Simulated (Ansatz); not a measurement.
# Sr (omega (AlB2-type)): energy against volume

Computed with Ansatz, DFT, LDA (PW92), plane waves (420 eV) with PAW, scalar-relativistic. The PAW files were generated under PBE, with cores re-solved for the functional.

The cell is scaled uniformly from the relaxed one, with fractional coordinates and shape fixed. Energies are extrapolated to zero smearing, pressures are those at the given smearing. Magnetic state: spin not included.

A Birch-Murnaghan fit gives V₀ = 48.43 Å³/atom, B₀ = 12.9 GPa, B₀′ = 3.8.

(1) What are the energy above the minimum and the pressure at 42.934 Å³/atom?

(2) What are the energy above the minimum and the pressure at 52.692 Å³/atom?

(3) What are the energy above the minimum and the pressure at 54.643 Å³/atom?

## Answers

(1) 30.5 meV/atom and 2.03 GPa as computed.

(2) 13.2 meV/atom and -0.87 GPa as computed.

(3) 26.5 meV/atom and -1.20 GPa as computed.
